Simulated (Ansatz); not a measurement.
A geometry of Si2W away from equilibrium: step 3 of the relaxation of a relaxed Si2W cell displaced along its unstable phonon at q = (½, 0, 0) of its primitive reciprocal cell (50i cm⁻¹), largest move 0.15 Å. These are PBE (plane waves to 420 eV, PAW, scalar-relativistic; Ansatz, a first-principles code) values and carry that method's errors. Γ-centred k-mesh 9×9×12 on the run's cell (coarser than for final values), Fermi–Dirac smearing 0.05 eV.

```xyz
6
Lattice="8.6414 -0.0844 0.0000 -2.1969 3.8051 0.0000 0.0000 0.0000 2.6695" Properties=species:S:1:pos:R:3:forces:R:3 pbc="T T T" free_energy=-23313.525 pressure_GPa=0.7
W     -0.1536    -0.0887     2.3417    0.2055    0.1186    0.0450
W      4.4743     0.0465     2.3417   -0.2055   -0.1186    0.0450
Si     0.0090     2.5420     1.9840    0.2088    0.1206    0.1365
Si     4.2312     2.4429     1.2748   -0.1851   -0.1069   -0.1815
Si     2.1148     1.2210     1.9840   -0.2088   -0.1206    0.1365
Si     6.5340     1.2357     1.2748    0.1851    0.1069   -0.1815
```

Positions in Å, forces in eV/Å, free energy of the cell in eV (comparable only within this code, potentials and settings). Largest force: 0.28 eV/Å, on Si3, Si4, Si5, Si6 (atoms numbered as listed); the geometry lies 0.02 eV/atom above the end of its relaxation.

No spin polarisation in the result.

The run could not lose the symmetry of its start: the end is stationary, and may be a saddle point rather than a minimum.

The end of the path is a generated cell of Si2W: the first start was made by placing the elements on the sites of a structure type, and the end was not matched to a known phase here, so it may be hypothetical. Known forms of Si2W include space group No. 139.
